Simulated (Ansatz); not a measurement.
Si:
```yaml
crystal:
  lattice:
    - [3.84066, 0.00000, 0.00000]
    - [-1.92033, 3.32611, 0.00000]
    - [0.00000, 0.00000, 12.62151]
  atoms:
    - { symbol: Si, position: [0.66667, 0.33333, 0.65592] }
    - { symbol: Si, position: [0.66667, 0.33333, 0.84408] }
    - { symbol: Si, position: [0.00000, 0.00000, 0.90679] }
    - { symbol: Si, position: [0.00000, 0.00000, 0.09321] }
    - { symbol: Si, position: [0.33333, 0.66667, 0.15592] }
    - { symbol: Si, position: [0.33333, 0.66667, 0.34408] }
    - { symbol: Si, position: [0.00000, 0.00000, 0.40679] }
    - { symbol: Si, position: [0.00000, 0.00000, 0.59321] }
```

Relaxed with r²SCAN. 

### Question
HSE06 on this cell (Ansatz, a quantum-chemistry and plane-wave program, PAW) gives a gap of 1.13 eV. What does r²SCAN give?

### Answer
0.76 eV.

Cost on shared cores: the r²SCAN run (SCF on a 8×8×3 mesh, then bands and DOS) very roughly 100 core-seconds, the HSE06 run (SCF on 5×5×2, then a few points) roughly 5 core-minutes; the tasks are unlike.

Space group P6_3/mmc. The start of the workflow was typed in or built on a structure type; the Crystallography Open Database copy checked does not list it. It is not the phase usual at ambient conditions (space group No. 227). The r²SCAN relaxation kept the symmetry of its start; its stability against distortions is not shown here.

Potentials: the later of the program's two PAW sets.

Ansatz is a plane-wave DFT program.
